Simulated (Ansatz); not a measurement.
## Ir4Rh: rattling a relaxed structure

The cell was found from a structure generator's guess, not taken from experiment.

Method: DFT PBE, scalar-relativistic, plane waves, PAW (Ansatz). Plane waves to 420 eV, a k mesh through Γ of 18×18×18 on the computed 5-atom cell and Gaussian smearing (0.10 eV); no spin polarisation.

The cell below (5 atoms, space group R-3m (No. 166)) is relaxed within its symmetry.

```cif
data_structure
_symmetry_space_group_name_H-M 'P 1'
_symmetry_Int_Tables_number 1
_cell_length_a 11.2602
_cell_length_b 11.2602
_cell_length_c 11.2602
_cell_angle_alpha 13.931
_cell_angle_beta 13.931
_cell_angle_gamma 13.931
_cell_volume 72.02
loop_
_atom_site_label
_atom_site_type_symbol
_atom_site_fract_x
_atom_site_fract_y
_atom_site_fract_z
_atom_site_occupancy
Ir1 Ir 0.10010 0.10010 0.10010 1
Ir2 Ir 0.70013 0.70013 0.70013 1
Ir3 Ir 0.29987 0.29987 0.29987 1
Ir4 Ir 0.89990 0.89990 0.89990 1
Rh1 Rh 0.50000 0.50000 0.50000 1
```

For the test a repeat of it with 10 atoms (edges 2.73, 4.73, 11.26 Å) was strained at random (σ = 1.5 % a component), the atoms were moved at random (σ = 0.10 Å), and all was relaxed again on a coarse 8×6×8 mesh (in the run’s order of axes) with 0.20 eV smearing, with no symmetry imposed.

These runs have no spin–orbit coupling, which can matter for Ir.

Problem. Does it come back?

Solution. It returns, within 1 meV/atom of the unmoved cell on that mesh and with the same symmetry when read at 0.1 Å (C2/m at 0.01 Å, so small strains and shifts remain). So it is stable against the distortions that fit this cell and that this random move excites. Modes that don't fit the cell aren't tested.
